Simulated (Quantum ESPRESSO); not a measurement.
W3Nb3RuCu, input and log of a self-consistent run

Simulated, not a measurement. The program is pw.x of Quantum ESPRESSO 7.5 (plane-wave density functional theory). The cell is made up: eight metal atoms on a hexagonal close-packed lattice, with elements, volume, strain and displacements drawn at random and not relaxed, so it may be unstable or far from any real phase. PseudoDojo standard norm-conserving files set the functional (PBE unless stated); there is no spin polarisation or spin-orbit coupling, the Fermi-Dirac width of 0.25 eV means electrons at about 2900 K, and the masses in the input are unused placeholders. The copper pseudopotential is less sure than most, with forces differing by about three percent and pressure by about two GPa from a second method on plain copper. Heavy elements are run without spin-orbit coupling, which real alloys of them have. A spin test at this wide smearing found no moment, but such smearing suppresses magnetism that the real alloy may have.

Input:

```
&control calculation='scf', pseudo_dir='./dojo.nc.sr.pbe.v0_5.standard.upf', outdir='./o', disk_io='minimal', tprnfor=.true., tstress=.true. /
&system ibrav=0, nat=8, ntyp=4, nbnd=75, ecutwfc=92.02030273, nosym=.true., tot_charge=0,
 occupations='smearing', smearing='fd', degauss=0.0183746611
/
&electrons conv_thr=1.470e-08, electron_maxstep=70, mixing_beta=0.5 /
ATOMIC_SPECIES
Cu 1.0 Cu.upf
Nb 1.0 Nb.upf
Ru 1.0 Ru.upf
W 1.0 W.upf
CELL_PARAMETERS angstrom
2.7911 0.0 0.0
1.3955 -2.4172 -4.5869
1.3955 7.2515 -4.5869
ATOMIC_POSITIONS angstrom
W -0.1007 -0.0279 0.059
Nb 1.4826 2.3834 -4.5454
Nb 1.3102 -0.7973 -2.3512
Ru 2.8422 1.634 -6.9826
Nb 2.7805 4.8064 -4.6813
W 2.8539 -0.044 -4.5123
Cu 2.7956 1.6426 -2.2653
W 4.2562 3.9587 -6.855
K_POINTS automatic
9 5 3 1 1 1
```

The log is shortened where brackets say so; the opening notice, blank lines, dates and the lines on written files are dropped, and the path of the files is cut. It prints rydbergs, bohrs and kilobars, and counts compression as positive stress. Its total energy is the free energy E - TS of the whole cell.

```
     Program PWSCF v.7.5
     Parallel version (MPI & OpenMP), running on       4 processor cores
     Number of MPI processes:                 4
     Threads/MPI process:                     1
     [start-up lines left out]
     bravais-lattice index     =            0
     lattice parameter (alat)  =       5.2744  a.u.
     unit-cell volume          =     835.3325 (a.u.)^3
     number of atoms/cell      =            8
     number of atomic types    =            4
     number of electrons       =       116.00
     number of Kohn-Sham states=           75
     kinetic-energy cutoff     =      92.0203  Ry
     charge density cutoff     =     368.0812  Ry
     scf convergence threshold =      1.5E-08
     mixing beta               =       0.5000
     number of iterations used =            8  plain     mixing
     Exchange-correlation= PBE
                           (   1   4   3   4   0   0   0)
     [axes and pseudopotential details left out]
   Cartesian axes
     site n.     atom                  positions (alat units)
         1        W      tau(   1) = (  -0.0360790  -0.0099961   0.0211386  )
         2        Nb     tau(   2) = (   0.5311884   0.8539286  -1.6285336  )
         3        Nb     tau(   3) = (   0.4694207  -0.2856580  -0.8423919  )
         4        Ru     tau(   4) = (   1.0183082   0.5854323  -2.5017377  )
         5        Nb     tau(   5) = (   0.9962022   1.7220451  -1.6772240  )
         6        W      tau(   6) = (   1.0225001  -0.0157644  -1.6166744  )
         7        Cu     tau(   7) = (   1.0016123   0.5885135  -0.8116155  )
         8        W      tau(   8) = (   1.5249185   1.4183297  -2.4560209  )
     number of k points=    68  Fermi-Dirac smearing, width (Ry)=  0.0184
                       cart. coord. in units 2pi/alat
        k(    1) = (   0.0555556   0.0192449  -0.0540890), wk =   0.0296296
        k(    2) = (   0.0555556  -0.1732043   0.0473276), wk =   0.0296296
     [further k points left out]
     Dense  grid:    99457 G-vectors     FFT dimensions: (  36,  64, 108)
     Estimated max dynamical RAM per process >     432.41 MB
     Estimated total dynamical RAM >       1.62 GB
     Initial potential from superposition of free atoms
     starting charge     115.9904, renormalised to     116.0000
     Starting wfcs are   80 randomized atomic wfcs
     total cpu time spent up to now is       12.8 secs
     per-process dynamical memory:   354.1 Mb
     Self-consistent Calculation
     iteration #  1     ecut=    92.02 Ry     beta= 0.50
     Davidson diagonalization with overlap
     ethr =  1.00E-02,  avg # of iterations =  2.8
     total cpu time spent up to now is       46.3 secs
     total energy              =   -1394.97135461 Ry
     estimated scf accuracy    <      21.81310251 Ry
     iteration #  2     ecut=    92.02 Ry     beta= 0.50
     Davidson diagonalization with overlap
     ethr =  1.00E-02,  avg # of iterations =  4.0
     total cpu time spent up to now is       87.6 secs
     total energy              =   -1393.63421526 Ry
     estimated scf accuracy    <     254.89242365 Ry
     iteration #  3     ecut=    92.02 Ry     beta= 0.50
     Davidson diagonalization with overlap
     ethr =  1.00E-02,  avg # of iterations =  6.0
     total cpu time spent up to now is      133.2 secs
     total energy              =   -1406.71280655 Ry
     estimated scf accuracy    <      59.62218860 Ry
     iteration #  4     ecut=    92.02 Ry     beta= 0.50
     Davidson diagonalization with overlap
     ethr =  1.00E-02,  avg # of iterations =  2.0
     total cpu time spent up to now is      162.4 secs
     total energy              =   -1409.85977724 Ry
     estimated scf accuracy    <      25.60204641 Ry
     iteration #  5     ecut=    92.02 Ry     beta= 0.50
     Davidson diagonalization with overlap
     ethr =  1.00E-02,  avg # of iterations =  1.5
     total cpu time spent up to now is      192.8 secs
     total energy              =   -1410.53623309 Ry
     estimated scf accuracy    <       9.82626764 Ry
     [iterations 6 to 17 left out]
     iteration # 18     ecut=    92.02 Ry     beta= 0.50
     Davidson diagonalization with overlap
     ethr =  1.41E-09,  avg # of iterations =  5.2
     total cpu time spent up to now is      587.7 secs
     total energy              =   -1410.02669812 Ry
     estimated scf accuracy    <       0.00000036 Ry
     iteration # 19     ecut=    92.02 Ry     beta= 0.50
     Davidson diagonalization with overlap
     ethr =  3.13E-10,  avg # of iterations =  2.0
     total cpu time spent up to now is      616.5 secs
     total energy              =   -1410.02669814 Ry
     estimated scf accuracy    <       0.00000043 Ry
     iteration # 20     ecut=    92.02 Ry     beta= 0.50
     Davidson diagonalization with overlap
     ethr =  3.13E-10,  avg # of iterations =  1.1
     total cpu time spent up to now is      641.9 secs
     total energy              =   -1410.02669818 Ry
     estimated scf accuracy    <       0.00000006 Ry
     iteration # 21     ecut=    92.02 Ry     beta= 0.50
     Davidson diagonalization with overlap
     ethr =  4.80E-11,  avg # of iterations =  2.0
     total cpu time spent up to now is      670.2 secs
     total energy              =   -1410.02669819 Ry
     estimated scf accuracy    <       0.00000004 Ry
     iteration # 22     ecut=    92.02 Ry     beta= 0.50
     Davidson diagonalization with overlap
     ethr =  3.56E-11,  avg # of iterations =  1.0
     total cpu time spent up to now is      696.1 secs
     End of self-consistent calculation
     [lines on levels left out]
!    total energy              =   -1410.02669819 Ry
     estimated scf accuracy    <          9.0E-10 Ry
     smearing contrib. (-TS)   =      -0.12929551 Ry
     internal energy E=F+TS    =   -1409.89740268 Ry
     The total energy is F=E-TS. E is the sum of the following terms:
     one-electron contribution =    -379.65897590 Ry
     hartree contribution      =     263.72756813 Ry
     xc contribution           =    -259.06495165 Ry
     ewald contribution        =   -1034.90104326 Ry
     convergence has been achieved in  22 iterations
     Forces acting on atoms (cartesian axes, Ry/au):
     atom    1 type  4   force =     0.00280701    0.03359496   -0.02858964
     atom    2 type  2   force =    -0.00171433   -0.04008936    0.02550539
     atom    3 type  2   force =     0.00073051    0.05318982    0.04593834
     atom    4 type  3   force =    -0.00340258   -0.02540411    0.03301348
     atom    5 type  2   force =     0.00691793    0.01398372    0.05896050
     atom    6 type  4   force =    -0.00146623    0.01691773   -0.09954182
     atom    7 type  1   force =     0.00163699    0.00845282    0.01774831
     atom    8 type  4   force =    -0.00550931   -0.06064558   -0.05303456
     Total force =     0.178124     Total SCF correction =     0.000139
     Computing stress (Cartesian axis) and pressure
          total   stress  (Ry/bohr**3)                   (kbar)     P=      166.98
   0.00106918  -0.00004870   0.00001337          157.28       -7.16        1.97
  -0.00004870   0.00112408  -0.00004515           -7.16      165.36       -6.64
   0.00001337  -0.00004515   0.00121204            1.97       -6.64      178.30
     init_run     :     12.28s CPU     12.68s WALL (       1 calls)
     electrons    :    671.00s CPU    683.25s WALL (       1 calls)
     forces       :      4.14s CPU      4.17s WALL (       1 calls)
     stress       :     15.15s CPU     15.15s WALL (       1 calls)
     [timing details left out]
     PWSCF        :  11m42.72s CPU  11m55.53s WALL
     JOB DONE.
```

In other units: free energy -19184.391 eV for the cell, pressure 16.70 GPa, largest force component 2.559 eV/Å in size. The run took 717 s of wall time with four MPI processes on a shared machine (Intel Xeon, older, virtual cores), so the time is rough. A rerun of this cell at a higher cutoff and on a denser mesh moved values by no more than 0.004 eV in energy, 0.11 GPa in stress and 0.012 eV/Å in force, and a second program with other atomic files agreed on that cell to 2 % rms in force and 0.5 GPa in pressure.